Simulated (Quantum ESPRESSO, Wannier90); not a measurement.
## Tight-binding from DFT: BN (zinc blende)

```xyz
2
Lattice="0.0000 1.8130 1.8130 1.8130 0.0000 1.8130 1.8130 1.8130 0.0000" Properties=species:S:1:pos:R:3 pbc="T T T"
B      0.0000     0.0000     0.0000
N      0.9065     0.9065     0.9065
```

Cell from Materials Project (mp-1639), symmetrised, no further relaxation. COD (Crystallography Open Database) has the formula in 3 space groups, this one among them (matched by group alone). Method: LDA plane waves in Quantum ESPRESSO 7.5 (PseudoDojo norm-conserving files, 68 Ry, no spin polarisation, no spin-orbit coupling), Bloch states on a 12×12×12 mesh through Γ, Wannier90 4.0.1. Density: 14×14×14 mesh, cold smearing 0.01 Ry.

Functional, cutoff and mesh named above are those of the base row (68); the first column says what each row takes instead. Model: 4 functions from bands 1-4, start SCDM (isolated) (the valence bands). Energies are relative to the valence-band maximum; the misfit is to pw.x on a path, for all bands of the set. Only the plane-wave cutoff changes (density cutoff four times as high). Ω_total can sit in another minimum from row to row; Ω_I of an isolated set cannot.

```
ecutwfc (Ry)  Ω_I (Å²)  Ω_total (Å²)  rms misfit (meV)  gap (eV)  ΔE to highest cutoff (meV/atom)  plane waves a k-point, about (cost)
------------  --------  ------------  ----------------  --------  -------------------------------  -----------------------------------
34                2.57          2.95                17     4.246                           1528.2                                  270
42                2.53          2.91               5.8     4.256                            572.8                                  370
51                2.52          2.90               2.5     4.421                            169.5                                  490
68                2.51          2.90               0.3     4.405                              7.7                                  760
84                2.51          2.89               0.2     4.407                              0.2                                 1000
105               2.51          2.89               0.2     4.407                              0.0                                 1500
```
